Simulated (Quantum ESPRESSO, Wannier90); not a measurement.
## AgRhO$_{2}$ (R-3m): Wannier90 run

```xyz
4
Lattice="-1.5592 2.7006 0.0000 -3.1184 0.0000 0.0000 -1.5592 0.9002 6.3331" Properties=species:S:1:pos:R:3 pbc="T T T"
Ag     0.0000     0.0000     0.0000
Rh    -3.1184     1.8004     3.1666
O      0.0000     0.0000    -2.1474
O      0.0000     0.0000     2.1474
```

Structure: Materials Project mp-1018033, symmetrised, not relaxed again. Not found in the COD (Crystallography Open Database) copy used; not checked further. Method: PBEsol plane waves in Quantum ESPRESSO 7.5 (PseudoDojo norm-conserving files, 71 Ry, spinors with spin-orbit coupling), Bloch states on a 6×6×6 mesh through Γ, Wannier90 4.0.1. Density: 12×12×12 mesh, Gaussian smearing 0.01 Ry.

A tight-binding model is made by disentanglement and projection with no localisation steps (num_iter = 0), so the 32 orbitals stay atom-like: hydrogen-like Ag: d; Rh: d; O: p, axes along x, y, z; frozen window up to 1.85 eV relative to the valence-band maximum. It follows pw.x to 47 meV rms for states up to 1.4 eV relative to the valence-band maximum. Matrix elements depend on this choice of orbitals and windows.

Q: What are the on-site energies relative to the valence-band maximum, and how fast do the hoppings decay?

A: 
| atom | orbitals | energy (eV) |
|---|---|---|
| Ag1 | dz2↑ dz2↓ dxz↑ dxz↓ dyz↑ dyz↓ | -3.60 |
| Ag1 | dx2-y2↑ dx2-y2↓ dxy↑ dxy↓ | -3.71 |
| Rh2 | dz2↑ dz2↓ | -1.55 |
| Rh2 | dxz↑ dxz↓ dyz↑ dyz↓ | -1.11 |
| Rh2 | dx2-y2↑ dx2-y2↓ dxy↑ dxy↓ | -1.43 |
| O3 | pz↑ pz↓ | -4.13 |
| O3 | px↑ px↓ py↑ py↓ | -3.60 |
| O4 | pz↑ pz↓ | -4.13 |
| O4 | px↑ px↓ py↑ py↓ | -3.59 |

```csv
distance of the centres (Å),largest modulus (eV)
1–2,1.2
2–3,1.5
3–4,0.40
4–5,0.11
5–6,0.082
6–7,0.046
7–8,0.045
```

Effective spin-orbit constants λ of λ L·S, from the same-site elements px↑–py↑ (λ/2) and dx2-y2↑–dxy↑ (λ), where they are among the larger elements: Ag1 d 0.22 eV.
